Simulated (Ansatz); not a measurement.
Values for one crystal, relaxed and computed with plane-wave PAW r²SCAN (Ansatz code); other levels are named.

```yaml
volume_per_atom: 41.43 Å³
band_gap: 0.61 eV (indirect)
valence_band_maximum: at Y2 (k = 0.500, 0.500, 0.000 in fractions of the reciprocal vectors)
conduction_band_minimum: at A (k = 0.000, 0.000, 0.500 in fractions of the reciprocal vectors)
hole_effective_mass: 0.37, 0.71, 2.9 mₑ (principal values)
smallest_direct_gap_on_the_standard_path: 0.95 eV
electron_effective_mass: 0.11, 0.24, 1.0 mₑ (principal values)
```

Task: Which compound is it?
A) GaSb, wurtzite
B) RbLaS2, R-3m (Rb on 3a, La on 3b, S on 6c)
C) RbSb2, C2/m (Rb on 4i, Sb on 4i, Sb on 4i)
D) Ba2CdB2O6, C2/m (Pearson symbol mS22)

Result: C, RbSb2, C2/m (Rb on 4i, Sb on 4i, Sb on 4i)

The first step of the workflow began from a Materials Project structure, measured or hypothetical; the Crystallography Open Database copy checked does not list it. Its standing as an ambient phase is unchecked. The r²SCAN relaxation kept the symmetry of its start; whether a distortion lowers the energy is not shown. Spin–orbit coupling is left out wherever it is not named.

Potentials: the later of the program's two PAW sets.
